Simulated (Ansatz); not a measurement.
Level: r2SCAN, no spin polarisation; 500 eV; 6×6×4 Γ-centred mesh; methfessel-paxton occupations (width 0.0224 eV); Ansatz 0.2.0, fixed geometry.

Computed maps in the lattice plane spanned by a (left to right, 4.96 Å, 15 points from zero) and b (bottom to top, 4.96 Å, 15 points from zero), 113° apart, at height 0.750 along c. The fields are smooth PAW ones with compensation charges, not the true ones near nuclei.

Valence density. Digits on a logarithmic scale: 0 up to 0.03 e/Å³, each further digit a factor of 1.6, 9 from 1.3 e/Å³ up:
```
322223334567764
322345556899975
223568988999974
224699999999963
235899999999742
235999998886421
135899966554210
246899864344200
258999853599611
369999854999511
479999644998212
579997422652012
467764210111112
445432100112223
333222212234544
```

ELF. Ten even steps from '0' (0.00) to '9' (1.00):
```
000000111467751
000001223788872
000123336754772
000232137726861
001321137778840
012311135788510
012333322441000
013677520000000
147777740099400
268527840999200
478468810997000
478788500420000
257764100000000
012210000000000
000000000124420
```

Q: The cell is LiNiAsO4. Which atoms lie within 0.2 Å of this plane, and where (fractions of a and b)?

A: Li at (0.68, 0.33), As at (0.35, 0.65), O at (0.69, 0.76), O at (0.24, 0.31). The whole cell:
```
CELL_PARAMETERS angstrom
2.73026 4.14135 0.00000
2.73026 -4.14135 0.00000
0.00000 0.00000 -6.24128
ATOMIC_POSITIONS crystal
Li 0.67500 0.32500 0.75000
Li 0.32500 0.67500 0.25000
O 0.24600 0.75400 0.95600
O 0.75400 0.24600 0.45600
O 0.75400 0.24600 0.04400
O 0.24600 0.75400 0.54400
As 0.35040 0.64960 0.75000
As 0.64960 0.35040 0.25000
O 0.69300 0.76100 0.75000
O 0.30700 0.23900 0.25000
O 0.76100 0.69300 0.25000
O 0.23900 0.30700 0.75000
Ni 0.00000 0.00000 0.00000
Ni 0.00000 0.00000 0.50000
```

Origin: a known structure type with other elements, at an estimated volume, so it need not be a known compound. Caveats: no spin polarisation, so a magnetic state may lie lower; atoms or cell far from equilibrium.
